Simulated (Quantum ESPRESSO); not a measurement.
```cif
data_BaTe
_chemical_formula_sum 'Te1 Ba1'
_space_group_name_H-M_alt 'P 1'
_space_group_IT_number 1
_cell_length_a 4.90652
_cell_length_b 4.90652
_cell_length_c 4.90652
_cell_angle_alpha 60.000
_cell_angle_beta 60.000
_cell_angle_gamma 60.000
loop_
_space_group_symop_operation_xyz
  'x, y, z'
loop_
_atom_site_label
_atom_site_type_symbol
_atom_site_fract_x
_atom_site_fract_y
_atom_site_fract_z
_atom_site_occupancy
Te1 Te 0.50000 0.50000 0.50000 1
Ba1 Ba 0.00000 0.00000 0.00000 1
```

Cell and atoms were relaxed with PBEsol from Materials Project entry mp-1000, within its symmetry.

What does PBE (Quantum ESPRESSO, PseudoDojo norm-conserving, 82 Ry, without SOC) give for the electronic structure near the Fermi level?

The PBE gap is indirect, 1.55 eV, from Γ to X; the smallest direct gap is 1.90 eV. Spin-orbit coupling is left out, which matters for elements this heavy: edges can move by tenths of an eV.
